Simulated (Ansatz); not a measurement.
MgCdTe2:
```
CELL_PARAMETERS angstrom
      4.58071     0.00000     0.00000
      0.00000     4.58071     0.00000
      0.00000     0.00000     6.43358
ATOMIC_POSITIONS crystal
  Mg 0.50000 0.50000 0.50000
  Cd 0.00000 0.00000 0.00000
  Te 0.00000 0.50000 0.25354
  Te 0.50000 0.00000 0.74646
```

This is the PBEsol-relaxed structure.

Task: All from plane-wave PAW PBEsol (Ansatz code), unless another level is named. Predict the Bader charges.

Result: Mg +1.53, Cd +0.49, Te -1.01 e.

Task: Next, the electronic dielectric constant ε∞ (DFPT)?

Result: 7.00 (xx = yy), 6.89 (zz).

Task: Next, the Born charges (a third of the trace)?

Result: Mg +1.92, Cd +2.13, Te -2.02 e.

Space group P-4m2. The first step of the workflow began from a Materials Project structure, measured or hypothetical; the Crystallography Open Database copy checked does not list it. With Mg and Cd taken as one species the cell has the higher symmetry F-43m, so it may be an ordered model of a mixed-site phase. Whether it is the stable phase at ambient conditions was not checked. The cell was relaxed with PBEsol under the symmetry of its start; whether a distortion lowers the energy is not shown. Scalar-relativistic: spin–orbit coupling is off unless named, which matters more the heavier the elements.

Potentials: the later of the program's two PAW sets.
